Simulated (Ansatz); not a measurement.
N:
```cif
data_N4
_chemical_formula_sum 'N4'
_space_group_name_H-M_alt 'P42/mnm'
_space_group_IT_number 136
_space_group_name_Hall '-P 4n 2n'
_cell_length_a 3.71773
_cell_length_b 3.71773
_cell_length_c 4.95405
_cell_angle_alpha 90.000
_cell_angle_beta 90.000
_cell_angle_gamma 90.000
loop_
_atom_site_label
_atom_site_type_symbol
_atom_site_symmetry_multiplicity
_atom_site_Wyckoff_symbol
_atom_site_fract_x
_atom_site_fract_y
_atom_site_fract_z
_atom_site_occupancy
N1 N 4 f 0.10400 0.10400 0.00000 1
```

Relaxed with LDA.

Problem. Which orbitals make up the states near the band edges in LDA in the plane-wave PAW code Ansatz?

Solution. Top 1 eV of the valence band: N 2p 65 %, N 2s 31 %. Bottom 1 eV of the conduction band: N 2p 96 %. Projections are on Löwdin-orthogonalised atomic valence shells; empty p or d shells of many metals are not among them.

Problem. Tabulate the density of states.

Solution. States/eV per cell of 4 atoms, in 0.25 eV bins, energy from the valence-band maximum.

| E (eV) | total | N 2p | N 2s |
|---|---|---|---|
| -4.20 | 0.00 | 0.00 | 0.00 |
| -3.95 | 3.92 | 1.91 | 2.00 |
| -3.70 | 7.45 | 3.72 | 3.72 |
| -3.45 | 3.07 | 1.46 | 1.61 |
| -3.20 | 1.56 | 0.69 | 0.87 |
| -2.95 | 0.00 | 0.00 | 0.00 |
| -2.70 | 0.57 | 0.55 | 0.01 |
| -2.45 | 4.69 | 4.43 | 0.18 |
| -2.20 | 7.85 | 7.27 | 0.46 |
| -1.95 | 8.33 | 7.89 | 0.33 |
| -1.70 | 9.31 | 9.13 | 0.09 |
| -1.45 | 1.26 | 1.23 | 0.01 |
| -1.20 | 0.21 | 0.16 | 0.04 |
| -0.95 | 0.65 | 0.45 | 0.16 |
| -0.70 | 1.93 | 1.28 | 0.56 |
| -0.45 | 6.39 | 4.13 | 2.01 |
| -0.20 | 6.32 | 4.04 | 2.06 |
| 0.05 | 0.50 | 0.32 | 0.16 |
| 0.30 | 0.00 | 0.00 | 0.00 |
| 0.55 | 0.00 | 0.00 | 0.00 |
| 0.80 | 0.00 | 0.00 | 0.00 |
| 1.05 | 0.00 | 0.00 | 0.00 |
| 1.30 | 0.00 | 0.00 | 0.00 |
| 1.55 | 0.00 | 0.00 | 0.00 |
| 1.80 | 0.00 | 0.00 | 0.00 |
| 2.05 | 0.00 | 0.00 | 0.00 |
| 2.30 | 0.00 | 0.00 | 0.00 |
| 2.55 | 0.00 | 0.00 | 0.00 |
| 2.80 | 0.00 | 0.00 | 0.00 |
| 3.05 | 0.00 | 0.00 | 0.00 |
| 3.30 | 0.00 | 0.00 | 0.00 |
| 3.55 | 0.00 | 0.00 | 0.00 |
| 3.80 | 0.00 | 0.00 | 0.00 |
| 4.05 | 0.00 | 0.00 | 0.00 |
| 4.30 | 0.00 | 0.00 | 0.00 |
| 4.55 | 0.00 | 0.00 | 0.00 |
| 4.80 | 0.00 | 0.00 | 0.00 |
| 5.05 | 0.00 | 0.00 | 0.00 |
| 5.30 | 0.00 | 0.00 | 0.00 |
| 5.55 | 0.00 | 0.00 | 0.00 |
| 5.80 | 0.00 | 0.00 | 0.00 |
| 6.05 | 0.00 | 0.00 | 0.00 |
| 6.30 | 0.17 | 0.17 | 0.00 |
| 6.55 | 0.44 | 0.43 | 0.00 |
| 6.80 | 0.72 | 0.69 | 0.00 |
| 7.05 | 1.23 | 1.19 | 0.00 |
| 7.30 | 4.27 | 4.10 | 0.02 |
| 7.55 | 8.02 | 7.70 | 0.02 |
| 7.80 | 3.23 | 3.13 | 0.01 |
| 8.05 | 7.27 | 7.11 | 0.01 |
| 8.30 | 3.36 | 3.30 | 0.01 |
| 8.55 | 1.75 | 1.73 | 0.00 |
| 8.80 | 1.28 | 1.27 | 0.00 |
| 9.05 | 0.24 | 0.24 | 0.00 |
| 9.30 | 0.00 | 0.00 | 0.00 |
| 9.55 | 0.00 | 0.00 | 0.00 |
| 9.80 | 0.00 | 0.00 | 0.00 |
| 10.05 | 0.00 | 0.00 | 0.00 |
| 10.30 | 0.00 | 0.00 | 0.00 |
| 10.55 | 0.00 | 0.00 | 0.00 |
| 10.80 | 0.00 | 0.00 | 0.00 |
| 11.05 | 0.00 | 0.00 | 0.00 |

Space group P4_2/mnm. The start of the workflow was typed in or built on a structure type; the Crystallography Open Database copy checked does not list it. It is not the usual solid phase (space group No. 205). The cell was relaxed with LDA under the symmetry of its start; whether a distortion lowers the energy is not shown. The substance is a gas or liquid at ambient conditions. A crystal of weakly bound units computed without a dispersion correction: the cell and the soft elastic constants depend strongly on that.

Potentials: the later of the program's two PAW sets.
